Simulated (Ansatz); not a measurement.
## Antifluorite alloy of Mg2Si and Mg2Ge (12 of 32 Si sites exchanged), 96 atoms

Ansatz, PAW, plane waves. PBEsol relaxation of volume and atoms (shape held) at the single k point (¼, ¼, ¼) without its symmetry partners; single points on the relaxed atoms at the Γ point alone, onto which points of the small cell's zone fold. Arrangement: quasirandom. No spin–orbit coupling unless named.

Relaxed structure:

```
Mg Ge Si
1.0
    12.67698    0.00000    0.00000
     0.00000   12.67698    0.00000
     0.00000    0.00000   12.67698
Mg Ge Si
64 12 20
Direct
  0.37545 0.12539 0.12477
  0.37468 0.12464 0.62570
  0.37531 0.62490 0.12524
  0.37622 0.62494 0.62523
  0.87587 0.12540 0.12562
  0.87538 0.12439 0.62560
  0.87510 0.62467 0.12518
  0.87422 0.62507 0.62524
  0.12520 0.37486 0.12515
  0.12464 0.37452 0.62556
  0.12546 0.87422 0.12492
  0.12502 0.87581 0.62509
  0.62482 0.37571 0.12546
  0.62550 0.37578 0.62525
  0.62495 0.87433 0.12502
  0.62562 0.87460 0.62589
  0.12443 0.12518 0.37539
  0.12564 0.12501 0.87511
  0.12526 0.62497 0.37435
  0.12526 0.62484 0.87604
  0.62466 0.12528 0.37502
  0.62511 0.12397 0.87520
  0.62548 0.62480 0.37520
  0.62526 0.62502 0.87550
  0.12518 0.12558 0.12512
  0.12447 0.12434 0.62555
  0.12519 0.62469 0.12492
  0.12513 0.62492 0.62510
  0.62425 0.12486 0.12503
  0.62540 0.12416 0.62556
  0.62520 0.62472 0.12516
  0.62528 0.62488 0.62517
  0.37559 0.37557 0.37467
  0.37538 0.37498 0.87630
  0.37570 0.87440 0.37494
  0.37547 0.87493 0.87554
  0.87538 0.37508 0.37470
  0.87568 0.37526 0.87507
  0.87538 0.87445 0.37572
  0.87448 0.87488 0.87511
  0.37489 0.37503 0.12504
  0.37546 0.37511 0.62482
  0.37552 0.87411 0.12477
  0.37498 0.87472 0.62599
  0.87546 0.37506 0.12557
  0.87483 0.37478 0.62585
  0.87510 0.87391 0.12506
  0.87451 0.87528 0.62484
  0.37509 0.12524 0.37481
  0.37462 0.12434 0.87569
  0.37573 0.62440 0.37434
  0.37559 0.62511 0.87590
  0.87570 0.12484 0.37517
  0.87506 0.12468 0.87438
  0.87451 0.62508 0.37492
  0.87446 0.62451 0.87556
  0.12505 0.37486 0.37425
  0.12483 0.37426 0.87563
  0.12428 0.87475 0.37500
  0.12599 0.87468 0.87500
  0.62489 0.37527 0.37444
  0.62523 0.37575 0.87531
  0.62513 0.87386 0.37534
  0.62506 0.87450 0.87514
  0.00022 0.99973 0.00016
  0.99996 0.50005 0.50025
  0.50004 0.99965 0.50028
  0.25001 0.25008 0.50011
  0.25031 0.74979 0.50000
  0.75010 0.25000 0.00015
  0.75012 0.24983 0.50006
  0.25017 0.99980 0.25006
  0.25024 0.49998 0.75039
  0.75010 0.99981 0.25024
  0.99985 0.74993 0.75035
  0.50018 0.24984 0.75047
  0.99991 0.99988 0.50026
  0.00015 0.49980 0.00041
  0.50014 0.99962 0.00024
  0.50011 0.50009 0.00037
  0.50047 0.49998 0.50002
  0.24998 0.25000 0.00029
  0.25039 0.74975 0.00016
  0.75003 0.74968 0.00017
  0.75003 0.74980 0.50035
  0.25022 0.99977 0.75028
  0.25015 0.49996 0.24978
  0.75008 0.99965 0.75035
  0.75031 0.50000 0.25000
  0.75005 0.50018 0.75040
  0.00029 0.25002 0.25020
  0.00004 0.24962 0.75032
  0.00002 0.74962 0.25000
  0.50003 0.25008 0.24986
  0.50054 0.74946 0.25000
  0.50030 0.74971 0.75042
```

Task: What are the mean bond lengths by pair (pairs within 1.2 times the sum of covalent radii, less contacts 15 % beyond the pair's median; cation–cation pairs of compounds aside; long ionic contacts are cut short by that bound)?

Result: Ge–Mg 2.750 ± 0.003 Å (standard deviation, 96 bonds); Mg–Mg 3.169 ± 0.009 Å (standard deviation, 192 bonds); Mg–Si 2.741 ± 0.003 Å (standard deviation, 160 bonds).

Task: What gap lies between the top filled and the lowest empty level in the single points?

Result: HSE06 0.50 eV (40 s on NVIDIA GB200).
